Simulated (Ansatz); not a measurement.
Input:

PbS:
```
PbS
1.0
    0.00000     3.30079     3.30079
    3.30079     0.00000     3.30079
    3.30079     3.30079     0.00000
S Pb
1 1
Direct
  0.25000   0.25000   0.25000
  0.00000   0.00000   0.00000
```

This is the r²SCAN-relaxed structure. Cartesian axes are those of the cell as given.

### Question
All from plane-wave PAW r²SCAN (Ansatz code), unless another level is named. Give the piezoelectric stress constants (proper, relaxed ions, C/m²).

### Answer
e14 = e25 = e36 = -0.39.

### Question
Give the bulk modulus (Birch–Murnaghan fit).

### Answer
38.4 GPa.

### Question
Predict the elastic constants (relaxed ions, GPa).

### Answer
C11 = 39.8, C12 = 37.8, C44 = -7.9.

Space group F-43m (zinc blende). The start of the workflow was typed in or built on a structure type; neither database checked (COD, Materials Project) lists it. It is not the phase usual at ambient conditions (space group No. 225). The cell was relaxed with r²SCAN under the symmetry of its start. At this level the phase is mechanically unstable. Scalar-relativistic: spin–orbit coupling is off unless named, which matters more the heavier the elements.

Potentials: the later of the program's two PAW sets.
